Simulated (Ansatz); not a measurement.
## Notes on CaPd₃O₄

```
Ca Pd O
1.0
     5.76029    0.00000    0.00000
     0.00000    5.76029    0.00000
     0.00000    0.00000    5.76029
Ca Pd O
2 6 8
Direct
  0.00000 0.00000 0.00000
  0.50000 0.50000 0.50000
  0.25000 0.00000 0.50000
  0.50000 0.75000 0.00000
  0.75000 0.00000 0.50000
  0.50000 0.25000 0.00000
  0.00000 0.50000 0.75000
  0.00000 0.50000 0.25000
  0.25000 0.25000 0.25000
  0.25000 0.75000 0.75000
  0.75000 0.75000 0.25000
  0.75000 0.25000 0.75000
  0.75000 0.75000 0.75000
  0.75000 0.25000 0.25000
  0.25000 0.25000 0.75000
  0.25000 0.75000 0.25000
```

The numbers come from plane-wave PAW DFT (Ansatz): r2SCAN, no spin polarisation, 500 eV, 5×5×5 Γ-centred k points, tetrahedron occupations. Nothing was relaxed.

(1) Describe some of the short contacts.

(2) What is the formation energy?

(3) What happens at the Fermi level?

(4) What does the stress say?

(5) Which element gives electrons and which takes them?

Origin: a database entry at a rescaled volume. Caveats: empty levels are not fully converged; forces and stress under tetrahedra may miss the slope of the energy.

## Answers

(1) Pd–O at 2.04 Å: least valence density 0.71 e/Å³ and ELF 0.21 there. Ca–O at 2.49 Å: least valence density 0.19 e/Å³ and ELF 0.06 there. These are pseudo-fields; inside the PAW spheres they differ from the all-electron ones.

(2) -1.35 eV an atom against the elements' usual phases (free molecules for gases, crystals otherwise, with no correction for O₂ or N₂), so it is bound against them; other compounds may still compete. Relaxing would lower it.

(3) It is a metal on this mesh, though the bands barely overlap, with about 1.4 states/eV a cell as the mean within 0.25 eV of the Fermi level, mostly Pd d (72 %) and O p (20 %).

(4) The pressure is 0.1 GPa (compression positive), so with the atoms held at these fractions the cell is close to zero pressure.

(5) Bader charges in e: Ca +1.59, Pd +0.83, O -1.02. In the mean Ca gives up most and O takes most.
